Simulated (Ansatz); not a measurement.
Theory: Ansatz, DFT PBE, scalar-relativistic, plane waves, PAW. Cutoff 420 eV, Γ-centred meshes of about 0.25 Å⁻¹ or finer for metals and 0.3 Å⁻¹ for insulators (2π included), Gaussian smearing. Collinear spin where magnetic atoms keep a moment.

Relaxed structures of TaRh3N4, with energies over the first row. Coordination counts N atoms around Rh and Ta (those within 1.25 times the shortest such distance or 1.15 times the sum of covalent radii, 1.27 where that leaves under three).

```json
{"#": "1", "form": "Pm-3n", "sites": "Ta 2a; Rh 6c; N 8e", "V (Å³/atom)": "10.9", "coordination": "Ta 8, Rh 4", "ΔE (meV/atom)": "0", "moments": "no moments"}
{"#": "2", "form": "Pm-3m", "sites": "Ta 1a; Rh 3c; N 3d, 1b", "V (Å³/atom)": "10.4", "coordination": "Ta 6, Rh 6", "ΔE (meV/atom)": "30", "moments": "no moments"}
{"#": "3", "form": "I4/mmm", "sites": "Ta 2a; Rh 4d, 2b; N 4e, 4c", "V (Å³/atom)": "10.4", "coordination": "Ta 6, Rh 6", "ΔE (meV/atom)": "35", "moments": "no moments"}
```

A further structure, relaxed alike (no moments):

```xyz
8
Lattice="4.6488 0.0000 0.0000 0.0000 4.6488 0.0000 0.0000 0.0000 4.6488" Properties=species:S:1:pos:R:3 pbc="T T T"
Ta    2.3244    2.3244    2.3244
Rh    0.0000    0.0000    2.3244
Rh    0.0000    2.3244    0.0000
Rh    2.3244    0.0000    0.0000
N     3.4674    3.4674    1.1814
N     3.4674    1.1814    3.4674
N     1.1814    3.4674    3.4674
N     1.1814    1.1814    1.1814
```

Q: Place it among the others.

A: It is the lowest, 114 meV/atom below row 1, with space group P-43m (No. 215) and 12.6 Å³/atom. Counting N atoms around Rh and Ta, this cell has Ta 4, Rh 4 and row 1 has Ta 8, Rh 4. Ta has 4 N at 1.98 Å and 12 Rh at 3.29 Å; Rh has 4 N at 2.02 Å, 4 Ta at 3.29 Å and 8 Rh at 3.29 Å; N is surrounded by 1 Ta at 1.98 Å and 3 Rh at 2.02 Å.

Even the lowest cell shown lies +0.15 eV/atom against the elements' standard structures at this level. For metals, differences of a few meV/atom aren't resolved. Spin–orbit coupling, which can matter for Ta, is left out. Trial moments fell under 0.15 μB along the way in P-43m, Pm-3n, Pm-3m and I4/mmm; another start might hold them. With atoms moved at random, the further cell (by 25 meV/atom) fell into a lower structure. Row 1, row 2 and row 3 had no clear such test and can be saddle points. Some types were kept out of the candidates beforehand, so the set may lack a known form.
